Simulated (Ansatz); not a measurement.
## Compressing ZrSnTe: a fit and a missing row

ZrSnTe, P4/nmm, a = 4.093 Å, c = 8.794 Å. The structure is a Materials Project entry; whether it is the stable form wasn't checked. Ansatz: r2SCAN, PAW, 500 eV, Γ-centred 10×10×4 mesh on 6 atoms, Gaussian smearing 0.10 eV; no spin polarisation. Shape and atoms are relaxed at each volume; pressure is positive in compression.

| V (Å³/atom) | P (GPa) |
| --- | --- |
| 21.605 | ? |
| 22.341 | 10.24 |
| 23.078 | 6.25 |
| 23.814 | 2.86 |
| 24.551 | 0.00 |
| 25.288 | -2.43 |
| 26.024 | -4.47 |
| 27.006 | -6.70 |

Q: Take V0 = 24.551 Å³/atom, fit the third-order Birch–Murnaghan form to the other rows, and predict the missing pressure.

A: With the Eulerian strain f = ½[(V0/V)^(2/3) − 1] and y = P/[3f(1 + 2f)^(5/2)], the form is the line y = B0 + 1.5 B0 (B0′ − 4) f. Rows (f, y): 0.03245, 89.9; 0.02106, 89.2; 0.01026, 88.3; -0.00976, 87.2; -0.01905, 86.2; -0.03078, 85.0. Means f = 0.0006967, y = 87.633; Σ(Δf)² = 0.003004, ΣΔfΔy = 0.2260; the slope is their ratio. y = 87.58 + 75.21 f GPa, so B0 = 87.6 GPa and B0′ = 4 + 2 × (75.21)/(3 × 87.58) = 4.57. At V = 21.605, f = 0.04448, y = 90.93 and P = 15.01 GPa. The run gave 14.96 GPa, so the fit is 0.05 GPa too high, a small miss on the scale of the series.